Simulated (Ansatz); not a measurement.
The calculation used DFT PBE, scalar-relativistic, plane waves, PAW (Ansatz). Settings: cutoff 420 eV, Γ-centred meshes spaced at most about 0.3 Å⁻¹, and about 0.25 Å⁻¹ or finer for metals (2π included), Gaussian smearing. Collinear spin in cells that started with moments and kept them past the coarse steps, no spin elsewhere.

All energies are static (0 K, no zero-point motion).

Compare these two cells of Mn2RuN3, each relaxed at this level.

A. (site moments Mn 0.2, 2.2; Ru -0.8; N -0.3 (×2), -0.8 μB)

```
Mn Ru N
1.0
     3.75699    0.00000    0.00000
    -1.87849    3.25365    0.00000
     0.00000    0.00000    7.09659
Mn Ru N
2 1 3
Direct
  0.33333 0.66667 0.50000
  0.33333 0.66667 0.00000
  0.66667 0.33333 0.50000
  0.33333 0.66667 0.25439
  0.33333 0.66667 0.74561
  0.66667 0.33333 0.00000
```

B. (site moments Mn 2.2 (×2); Ru -1.7; N -0.2 (×3) μB)

```
Mn Ru N
1.0
     5.07549    0.00000    0.00000
    -2.53775    4.39550    0.00000
     0.00000    0.00000    2.66057
Mn Ru N
2 1 3
Direct
  0.33333 0.66667 0.50000
  0.66667 0.33333 0.50000
  0.00000 0.00000 0.50000
  0.50000 0.00000 0.00000
  0.00000 0.50000 0.00000
  0.50000 0.50000 0.00000
```

Question: Which form is favoured at zero pressure, and by what margin per atom?

Answer: B is lower, by 0.54 eV/atom. A has space group P-6m2 (No. 187), 14.5 Å³/atom and no gap on its mesh; B has space group P6/mmm (No. 191), 9.9 Å³/atom and no gap. Counting N atoms around Mn and Ru (those within 1.25 times the shortest such distance or 1.15 times the sum of covalent radii; a plus sign parts nearer from farther groups; the shortest distance is added where it is long for a bond; a slash parts the counts of unlike sites), A has Mn 2/2+3, Ru 6 from 2.8 Å and B has Mn 6, Ru 12 from 2.9 Å. Their magnetic states differ too, which can make part of the margin. The denser one is the lower, and pressure would at first widen the difference. Even the lower one lies +0.74 eV/atom against the reference forms of the elements (uncorrected), so neither is stable at this level. Both come from invented guesses.

Another magnetic order may lie lower. Cells relaxed within their symmetry can be saddle points.
